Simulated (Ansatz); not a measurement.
Ga (α-Ga, Cmce) under volume change, the program Ansatz at the PBEsol level (PAW), shape and atoms relaxed at each volume.

| V (Å³/atom) | E − E(relaxed) (meV/atom) | P (GPa) |
|---|---|---|
| 17.358 | 35.0 | 7.18 |
| 17.930 | … | … |
| 18.502 | 3.4 | 1.98 |
| 19.074 | 0.0 | 0.00 |
| 19.647 | … | … |
| 20.219 | 11.4 | -3.01 |
| 20.791 | 24.2 | -4.13 |

Question: Fill in the missing entries.

Answer: 
- 19.647, E − E(relaxed) (meV/atom): 3.0
- 19.647, P (GPa): -1.65
- 17.930, E − E(relaxed) (meV/atom): 14.6
- 17.930, P (GPa): 4.34

Question: What does a third-order Birch–Murnaghan fit give for V₀, B₀ and B′?

Answer: V₀ = 19.07 Å³/atom, B₀ = 59.8 GPa, B′ = 5.1.

The PBEsol relaxation kept the symmetry of its start; of distortions, only those at the zone centre were tested.

Potentials: the later of the program's two PAW sets.
